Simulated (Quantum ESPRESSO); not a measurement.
```cif
data_CaI2
_chemical_formula_sum 'Ca1 I2'
_space_group_name_H-M_alt 'P 1'
_space_group_IT_number 1
_cell_length_a 4.43220
_cell_length_b 4.43220
_cell_length_c 6.91955
_cell_angle_alpha 90.000
_cell_angle_beta 90.000
_cell_angle_gamma 120.000
loop_
_space_group_symop_operation_xyz
  'x, y, z'
loop_
_atom_site_label
_atom_site_type_symbol
_atom_site_fract_x
_atom_site_fract_y
_atom_site_fract_z
_atom_site_occupancy
Ca1 Ca 0.00000 0.00000 0.00000 1
I1 I 0.33333 0.66667 0.25745 1
I2 I 0.66667 0.33333 0.74255 1
```

Cell and atoms were relaxed with PBE+D3(BJ) from Materials Project entry mp-30031, within its symmetry.

What does PBEsol (Quantum ESPRESSO, PseudoDojo norm-conserving, 70 Ry, scalar-relativistic) give for the electronic structure near the Fermi level?

The PBEsol gap is indirect, 3.33 eV, from Γ to M; the smallest direct gap is 4.07 eV. Spin-orbit coupling is left out, which matters for elements this heavy: edges can move by tenths of an eV.
